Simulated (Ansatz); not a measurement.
**Two states of GdFe2Ag3**

```
Fe Gd Ag
1.0
     2.76130    4.78272    0.00000
    -2.76130    4.78272    0.00000
     0.00000    0.00000    4.48656
Fe Gd Ag
2 1 3
Direct
  0.33330 0.33340 0.00000
  0.66660 0.66670 0.00000
  0.00000 0.00000 0.00000
  0.50000 0.50000 0.50000
  0.50000 0.00000 0.50000
  0.00000 0.50000 0.50000
```

Method: PBE; PAW, plane waves to 420 eV, 5×5×5 Γ-centred mesh, fermi-dirac occupations (width 0.1 eV) (Ansatz 0.2.0), atoms fixed.

State A: Fe1 up, Fe2 up, Gd3 down (collinear spin). State B: Fe1 up, Fe2 up, Gd3 up (collinear spin).

Q: Which state is lower, and how do they differ?

A: State A is lower by 12.7 meV an atom at zero smearing; in free energy at this smearing B lies +13.6 meV an atom from A.

| state | free energy (meV/atom) | largest moment in a small sphere (μB) | net moment (μB/cell) | gap on mesh (eV) | pressure (GPa) | largest force (eV/Å) |
| --- | --- | --- | --- | --- | --- | --- |
| A | 0.0 | 7.14 | 2.04 | metal | -3.4 | 0.00 |
| B | 13.6 | 6.78 | 12.43 | metal | -3.3 | 0.00 |

Origin: a known structure type with other elements, at an estimated volume, so it need not be a known compound. Caveats: f shells without a U or exact exchange are poorly placed.
